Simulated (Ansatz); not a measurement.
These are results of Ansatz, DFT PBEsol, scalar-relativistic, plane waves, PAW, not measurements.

Structure of TePd:

```
CELL_PARAMETERS angstrom
4.15696 0.00000 0.00000
-2.07848 3.60004 0.00000
0.00000 0.00000 5.61795
ATOMIC_POSITIONS crystal
Te 0.33333 0.66667 0.25000
Te 0.66667 0.33333 0.75000
Pd 0.00000 0.00000 0.00000
Pd 0.00000 0.00000 0.50000
```

Cutoff 420 eV; k points 12×12×8 on the computed 4-atom cell (Γ-centred); Gaussian smearing, width 0.10 eV; no spin polarisation.

Levels along Γ–M–K–Γ–A–L–H–A | L–M | H–K, in eV from the Fermi level, sorted by energy at each point. Points in fractions of the primitive reciprocal vectors: Γ (0.000 0.000 0.000), M (0.500 0.000 0.000), K (0.333 0.333 0.000), A (0.000 0.000 0.500), L (0.500 0.000 0.500), H (0.333 0.333 0.500).
```
point k (1/Å, with 2π) band 31  band 32  band 33  band 34  band 35  band 36  band 37
    Γ             0.000    -1.12    -1.12    -0.19     0.53     1.78     1.78     2.23
    -             0.125    -1.42    -1.17    -0.23     0.60     1.30     1.75     2.77
    -             0.249    -1.98    -1.33    -0.33     0.68     0.79     1.71     3.34
    -             0.374    -2.15    -1.62    -0.54     0.05     0.95     1.77     3.58
    -             0.499    -2.14    -2.02    -0.89    -0.56     1.00     1.92     3.61
    -             0.623    -2.27    -2.14    -1.40    -1.09     0.96     2.10     3.62
    -             0.748    -2.29    -2.13    -1.93    -1.46     0.91     2.23     3.72
    M             0.873    -2.31    -2.19    -2.13    -1.59     0.89     2.28     3.88
    -             0.945    -2.31    -2.19    -2.13    -1.52     0.84     2.04     3.94
    -             1.017    -2.30    -2.19    -2.14    -1.36     0.67     1.55     3.95
    -             1.089    -2.29    -2.19    -2.15    -1.15     0.40     1.01     3.60
    -             1.161    -2.19    -2.17    -2.12    -0.94     0.04     0.50     3.35
    -             1.232    -2.20    -2.18    -1.82    -0.75    -0.37     0.06     3.20
    -             1.304    -2.20    -2.20    -1.50    -0.79    -0.60    -0.28     3.12
    K             1.377    -2.21    -2.20    -1.16    -1.16    -0.48    -0.48     3.09
    -             1.520    -2.24    -2.18    -1.54    -0.48    -0.41    -0.27     3.19
    -             1.664    -2.25    -2.17    -1.32    -0.04    -0.04     0.17     3.48
    -             1.808    -2.16    -2.12    -0.95     0.31     0.31     0.68     4.02
    -             1.952    -2.15    -1.75    -0.61     0.54     0.78     0.91     4.56
    -             2.096    -2.15    -1.40    -0.37     0.78     0.84     1.30     3.74
    -             2.240    -1.50    -1.19    -0.24     0.63     1.24     1.68     2.90
    Γ             2.384    -1.12    -1.12    -0.19     0.53     1.78     1.78     2.23
    -             2.464    -1.02    -1.02    -0.28     0.37     1.77     1.77     2.32
    -             2.544    -0.76    -0.76    -0.51     0.00     1.72     1.72     2.54
    -             2.624    -0.82    -0.49    -0.44    -0.44     1.63     1.63     2.86
    -             2.704    -1.16    -0.99    -0.10    -0.10     1.50     1.50     3.23
    -             2.784    -1.49    -1.45     0.24     0.24     1.33     1.33     3.65
    -             2.864    -1.76    -1.75     0.57     0.57     1.12     1.12     4.08
    A             2.943    -1.86    -1.86     0.86     0.86     0.86     0.86     4.47
    -             3.068    -1.77    -1.77     0.61     0.61     0.79     0.79     4.62
    -             3.193    -1.56    -1.56     0.07     0.07     0.59     0.59     4.49
    -             3.317    -1.45    -1.45    -0.35    -0.35     0.33     0.33     4.10
    -             3.442    -1.77    -1.77    -0.25    -0.25     0.04     0.04     3.79
    -             3.567    -2.20    -2.20    -0.21    -0.21     0.08     0.08     3.57
    -             3.691    -2.53    -2.53    -0.39    -0.39     0.35     0.35     3.45
    L             3.816    -2.66    -2.66    -0.45    -0.45     0.45     0.45     3.42
    -             3.888    -2.66    -2.66    -0.65    -0.65     0.67     0.67     3.47
    -             3.960    -2.66    -2.66    -1.00    -1.00     1.06     1.06     3.63
    -             4.032    -2.63    -2.63    -1.33    -1.33     1.44     1.44     3.90
    -             4.104    -2.55    -2.55    -1.59    -1.59     1.74     1.74     4.27
    -             4.176    -2.46    -2.46    -1.79    -1.79     1.96     1.96     4.69
    -             4.248    -2.38    -2.38    -1.93    -1.93     2.10     2.10     5.11
    H             4.320    -2.34    -2.34    -1.98    -1.98     2.15     2.15     5.36
    -             4.464    -2.44    -2.44    -1.83    -1.83     1.96     1.96     4.99
    -             4.608    -2.35    -2.35    -1.59    -1.59     1.47     1.47     4.74
    -             4.752    -1.81    -1.81    -1.37    -1.37     0.92     0.92     4.56
    -             4.896    -1.31    -1.31    -1.01    -1.01     0.56     0.56     4.49
    -             5.040    -1.48    -1.48    -0.19    -0.19     0.57     0.57     4.60
    -             5.184    -1.75    -1.75     0.54     0.54     0.77     0.77     4.66
    A             5.327    -1.86    -1.86     0.86     0.86     0.86     0.86     4.47
    L             5.327    -2.66    -2.66    -0.45    -0.45     0.45     0.45     3.42
    -             5.407    -2.75    -2.57    -0.84    -0.04     0.05     0.83     2.99
    -             5.487    -2.66    -2.48    -1.20    -0.35     0.41     1.12     2.65
    -             5.567    -2.49    -2.39    -1.51    -0.73     0.87     1.22     2.57
    -             5.647    -2.38    -2.30    -1.78    -1.08     1.13     1.34     2.81
    -             5.727    -2.33    -2.23    -1.98    -1.35     1.00     1.78     3.22
    -             5.807    -2.31    -2.20    -2.10    -1.52     0.92     2.13     3.69
    M             5.887    -2.31    -2.19    -2.13    -1.59     0.89     2.28     3.88
    H             5.887    -2.34    -2.34    -1.98    -1.98     2.15     2.15     5.36
    -             5.967    -2.35    -2.35    -1.96    -1.96     1.98     1.98     5.30
    -             6.046    -2.35    -2.35    -1.89    -1.89     1.58     1.58     4.83
    -             6.126    -2.34    -2.34    -1.79    -1.79     1.08     1.08     4.32
    -             6.206    -2.31    -2.31    -1.66    -1.66     0.57     0.57     3.84
    -             6.286    -2.26    -2.22    -1.48    -1.48     0.10     0.10     3.44
    -             6.366    -2.23    -2.20    -1.28    -1.28    -0.29    -0.29     3.18
    K             6.446    -2.21    -2.20    -1.16    -1.16    -0.48    -0.48     3.09
```

Spin-orbit coupling is left out, which matters for the bands of heavy elements.